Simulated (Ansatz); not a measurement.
Relaxed ZrPbO3 (space group Amm2):

```xyz
5
Lattice="4.1340 0.0000 0.0000 0.0000 2.9471 3.0119 0.0000 -2.9471 3.0119" Properties=species:S:1:pos:R:3 pbc="T T T"
Zr     2.0670     0.0000     3.0554
Pb     0.0000     0.0000     5.7106
O      2.0670    -1.5664     1.7850
O      2.0670     1.5664     1.7850
O      0.0000     0.0000     3.3677
```

All values below come from r2SCAN (plane waves to 500 eV, PAW, scalar-relativistic; Ansatz, a quantum-chemistry and plane-wave program). k mesh 7×6×6 (Γ-centred), Fermi-Dirac smearing 0.05 eV. Spin-orbit coupling is left out, though Pb is heavy. This is one of several known forms of ZrPbO3; the measured ambient cells at hand have space group No. 55. ZrPbO3 is run without spin polarisation. ZrPbO3 was relaxed with its symmetry unable to fall.

One atom of the cell was then moved (with its periodic images), all else fixed, and the forces (eV/Å) came out as:

| atom | Fx | Fy | Fz |
|---|---|---|---|
| Zr1 | -0.116 | 0.574 | -0.862 |
| Pb2 | 0.514 | 0.264 | -0.080 |
| O3 | 0.018 | -0.096 | -0.839 |
| O4 | 0.907 | -1.610 | 2.449 |
| O5 | -1.323 | 0.867 | -0.668 |

**Question.** Which atom was moved, and by which vector (Å)?

**Answer.** O4, by (-0.33, 0.00, -0.34), 0.47 Å in all.

(A displaced cell: forces are minus the slopes of the energy, force constants its curvatures, and phonons follow from these.)
